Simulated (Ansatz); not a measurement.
Given:

C:
```
C
1.0
    4.43572     0.00000     0.00000
   -2.21786     3.84144     0.00000
    0.00000     0.00000     2.51964
C
6
Direct
  0.44797   0.89595   0.25000
  0.10405   0.55203   0.25000
  0.44797   0.55203   0.25000
  0.55203   0.10405   0.75000
  0.89595   0.44797   0.75000
  0.55203   0.44797   0.75000
```

This is the PBEsol-relaxed structure. Tensor components refer to the Cartesian frame of this cell.

### Question
All from DFT-PBEsol in the program Ansatz with PAW potentials, unless another level is named. Give the HSE06 gap on the PBEsol cell.

### Answer
3.28 eV.

### Question
What about the hole effective mass, band 2 of 2 at the edge?

### Answer
0.12 along x (mₑ).

### Question
Give the electron effective mass.

### Answer
0.14, 0.14, 1.2 mₑ (principal values).

### Question
What about the band gap?

### Answer
2.25 eV (direct).

### Question
Give the hole effective mass, band 1 of 2 at the edge.

### Answer
0.50 along x (mₑ).

### Question
Give the valence-band maximum.

### Answer
at Γ.

Space group P6_3/mmc. The start of the workflow was typed in or built on a structure type. Its sites differ from those of the usual phase in this space group: another stacking or structure type. Symmetry was held in the PBEsol relaxation; whether a distortion lowers the energy is not shown.

Potentials: the later of the program's two PAW sets.
